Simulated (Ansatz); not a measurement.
Relaxed-ion elastic tensor of BeRh (CsCl type, Pm-3m) in GPa (Voigt order), LDA in the plane-wave PAW code Ansatz; density 9.13 g/cm³, 10.18 Å³ per atom.

```csv
,1,2,3,4,5,6
1,436,148,148,0.0,0.0,0.0
2,148,436,148,0.0,0.0,0.0
3,148,148,436,0.0,0.0,0.0
4,0.0,0.0,0.0,109,0.0,0.0
5,0.0,0.0,0.0,0.0,109,0.0
6,0.0,0.0,0.0,0.0,0.0,109
```

Q: Is the crystal mechanically stable?

A: Yes: the smallest eigenvalue of C is 109 GPa.

Q: Work out the Voigt, Reuss and Hill averages.

A: K_V = 244, K_R = 244, K_H = 244; G_V = 123, G_R = 121, G_H = 122 GPa.

Q: Give Young's modulus, Poisson's ratio, Pugh's ratio and the universal anisotropy index.

A: E = 9KG/(3K + G) = 313 GPa; ν = 0.29; K/G = 2.00 (ductile by the Pugh limit of 1.75); A_U = 5G_V/G_R + K_V/K_R − 6 = 0.09.

Q: Estimate the sound speeds and the Debye temperature.

A: v_l = √((K + 4G/3)/ρ) = 6670 m/s, v_t = √(G/ρ) = 3650 m/s, mean 4070 m/s; Θ = (h/k)(3n/4πV)^(1/3) v_m = 560 K.

Q: Give the Zener ratio and Young's modulus along [100], [110] and [111].

A: A = 2C44/(C11 − C12) = 0.76; 1/E = S11 − 2(S11 − S12 − S44/2)Γ with Γ = 0, 1/4, 1/3 gives 361, 301, 285 GPa.

Q: Solve the Christoffel equation for the three sound speeds along [100], [110], [111].

A: Eigenvalues of C_ijkl n_j n_l equal ρv². In km/s, slowest first: [100] 3.46, 3.46, 6.91; [110] 3.46, 3.97, 6.63; [111] 3.81, 3.81, 6.53.

The workflow started from a Materials Project entry (that database holds measured and hypothetical structures alike); the Crystallography Open Database copy checked does not list it. With Be and Rh taken as one species the cell has the higher symmetry Im-3m, so it may be an ordered model of a mixed-site phase. Its standing as an ambient phase is unchecked. Symmetry was held in the LDA relaxation; of distortions, only those at the zone centre were tested. No spin polarisation was allowed. As this level gives no gap, shear constants depend on the k-mesh and smearing (Fermi–Dirac, 0.1 eV here).

Potentials: the later of the program's two PAW sets.
